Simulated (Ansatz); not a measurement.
**MgRh at 25 GPa (stress–strain coefficients): relaxed-ion elastic tensor**

Method: Ansatz, DFT LDA, scalar-relativistic, plane waves, PAW. Cutoff 420 eV, 14×14×14 k-points (Γ-centred), Fermi-Dirac smearing of 0.15 eV. No spin polarisation.

The cell, relaxed at 25 GPa:
```xyz
2
Lattice="2.9169 0.0000 0.0000 0.0000 2.9169 0.0000 0.0000 0.0000 2.9169" Properties=species:S:1:pos:R:3 pbc="T T T"
Mg    0.0000    0.0000    0.0000
Rh    1.4584    1.4584    1.4584
```

In a metal, frequencies and elastic constants depend on the k mesh and the smearing, soft modes and shear constants most. Other phases may be more stable at this pressure.

(1) Give the relaxed-ion elastic constants (GPa, Voigt order xx yy zz yz xz xy, on the axes of the cell above).

(2) Is the crystal stable against homogeneous strain?

(3) And the moduli of a polycrystal (Hill averages)?

Results:

(1)
```
332.9 198.5 198.5   0.0   0.0   0.0
198.5 332.9 198.5   0.0   0.0   0.0
198.5 198.5 332.9   0.0   0.0   0.0
  0.0   0.0   0.0 127.2   0.0   0.0
  0.0   0.0   0.0   0.0 127.2   0.0
  0.0   0.0   0.0   0.0   0.0 127.2
```

(2) Yes: the least eigenvalue of the tensor is 127.2 GPa.

(3) B = 243 GPa, G = 98 GPa, E = 260 GPa, ν = 0.32.

Cost: 1 run of about 1 core-minutes, on Arm Neoverse V1 (shared hosts).